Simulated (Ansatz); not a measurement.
ScBeNO:
```
ScBeNO
1.0
    3.26656     0.00000     0.00000
   -1.63328     2.82892     0.00000
    0.00000     0.00000     4.82459
Sc Be O N
1 1 1 1
Direct
  0.33333   0.66667   0.52044
  0.66667   0.33333   0.98491
  0.33333   0.66667   0.09264
  0.66667   0.33333   0.65200
```

Relaxed with r²SCAN+D4.

Task: Which orbitals make up the states near the band edges in the program Ansatz at the r²SCAN+D4 level (PAW)?

Result: Top 1 eV of the valence band: N 2p 64 %, Sc 3d 16 %, O 2p 15 %. Bottom 1 eV of the conduction band: Sc 3d 69 %, outside the projected shells 9 %. Projections are on Löwdin-orthogonalised atomic valence shells; empty p or d shells of many metals are not among them.

Task: Tabulate the density of states.

Result: States/eV per cell of 4 atoms, in 0.25 eV bins, energy from the valence-band maximum.

```
E (eV)  total  Sc 3d  O 2p  N 2p
------  -----  -----  ----  ----
-7.85    0.00   0.00  0.00  0.00
-7.60    0.00   0.00  0.00  0.00
-7.35    0.00   0.00  0.00  0.00
-7.10    0.00   0.00  0.00  0.00
-6.85    0.00   0.00  0.00  0.00
-6.60    0.00   0.00  0.00  0.00
-6.35    0.00   0.00  0.00  0.00
-6.10    0.00   0.00  0.00  0.00
-5.85    0.00   0.00  0.00  0.00
-5.60    0.00   0.00  0.00  0.00
-5.35    0.00   0.00  0.00  0.00
-5.10    0.00   0.00  0.00  0.00
-4.85    0.41   0.05  0.25  0.04
-4.60    1.56   0.17  1.00  0.15
-4.35    2.12   0.18  1.43  0.19
-4.10    1.46   0.11  0.97  0.16
-3.85    2.01   0.23  1.04  0.48
-3.60    1.33   0.10  0.82  0.27
-3.35    2.81   0.26  1.87  0.41
-3.10    3.81   0.31  2.58  0.61
-2.85    3.17   0.22  2.37  0.38
-2.60    3.18   0.17  2.41  0.43
-2.35    1.77   0.13  1.28  0.28
-2.10    1.64   0.22  0.73  0.60
-1.85    2.49   0.46  0.47  1.39
-1.60    2.57   0.47  0.52  1.40
-1.35    1.58   0.26  0.38  0.84
-1.10    4.30   0.84  1.15  2.13
-0.85    3.91   0.59  0.79  2.32
-0.60    2.64   0.38  0.40  1.73
-0.35    2.75   0.51  0.23  1.90
-0.10    2.49   0.33  0.25  1.79
0.15     0.00   0.00  0.00  0.00
0.40     0.00   0.00  0.00  0.00
0.65     0.00   0.00  0.00  0.00
0.90     0.00   0.00  0.00  0.00
1.15     0.00   0.00  0.00  0.00
1.40     0.00   0.00  0.00  0.00
1.65     0.00   0.00  0.00  0.00
1.90     0.00   0.00  0.00  0.00
2.15     0.00   0.00  0.00  0.00
2.40     0.00   0.00  0.00  0.00
2.65     0.00   0.00  0.00  0.00
2.90     0.00   0.00  0.00  0.00
3.15     0.00   0.00  0.00  0.00
3.40     0.00   0.00  0.00  0.00
3.65     0.00   0.00  0.00  0.00
3.90     0.27   0.20  0.01  0.01
4.15     0.58   0.42  0.02  0.03
4.40     1.13   0.76  0.04  0.07
4.65     3.02   2.02  0.12  0.15
4.90     2.10   1.14  0.09  0.15
5.15     0.91   0.42  0.04  0.08
5.40     0.29   0.20  0.01  0.02
5.65     3.35   2.46  0.18  0.20
5.90     4.61   3.47  0.17  0.31
6.15     2.41   1.81  0.08  0.13
6.40     3.79   2.96  0.11  0.22
6.65     2.19   1.82  0.06  0.15
6.90     1.55   1.09  0.07  0.12
7.15     1.62   1.04  0.08  0.12
7.40     1.52   0.92  0.09  0.13
7.65     1.32   0.74  0.06  0.13
7.90     1.53   0.66  0.05  0.14
8.15     2.43   1.13  0.08  0.17
8.40     2.83   1.50  0.11  0.24
```

Space group P3m1. The start of the workflow was typed in or built on a structure type; neither database checked (COD, Materials Project) lists it. Whether it is the stable phase at ambient conditions was not checked. The cell was relaxed with r²SCAN+D4 under the symmetry of its start; whether a distortion lowers the energy is not shown. The run is not spin-polarised. The volume moved by -22 % from the start of the relaxation.

Potentials: the earlier of the program's two PAW sets. The files were generated under PBE; for other functionals the program regenerates the frozen cores, and for LDA and PBEsol the local potential too.
